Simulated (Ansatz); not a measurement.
## Where the states of SiPb lie

```yaml
crystal:
  lattice:
    - [4.42883, 0.00000, 0.00000]
    - [-2.21441, 3.83548, 0.00000]
    - [0.00000, 0.00000, 7.27841]
  atoms:
    - { symbol: Pb, position: [0.33333, 0.66667, 0.00047] }
    - { symbol: Pb, position: [0.66667, 0.33333, 0.50047] }
    - { symbol: Si, position: [0.33333, 0.66667, 0.37553] }
    - { symbol: Si, position: [0.66667, 0.33333, 0.87553] }
```

The cell was built from the wurtzite type and relaxed in the same program, and has space group P6_3mc; it needn't be a known or the stable phase.

Spin–orbit coupling is left out, though it moves levels of the heavy atoms by tenths of an eV or more.

Computed with DFT, PBE, all-electron LAPW, scalar-relativistic in Ansatz 0.2.0.

Numerical set-up: a Γ-centred 10×10×6 k mesh, Fermi–Dirac smearing of 0.03 eV, basis error target 1 meV/atom, no spin polarisation.

States per eV and cell, averaged over 0.4 eV, from -5.8 to 3.6 eV, with energies (bin centres) from the Fermi level; empty bins are left out. 

```
E (eV)  total
  -5.7   0.91
  -5.3   0.66
  -4.9   0.50
  -4.5   0.38
  -4.1   0.28
  -3.7   1.09
  -3.3   1.84
  -2.9   2.38
  -2.5   2.79
  -2.1   3.26
  -1.7   4.15
  -1.3   2.79
  -0.9   1.35
  -0.5   0.75
  -0.1   0.19
   0.3   0.56
   0.7   2.53
   1.1   3.60
   1.5   1.92
   1.9   1.04
   2.3   1.75
   2.7   4.14
   3.1   3.57
   3.5   2.56
```
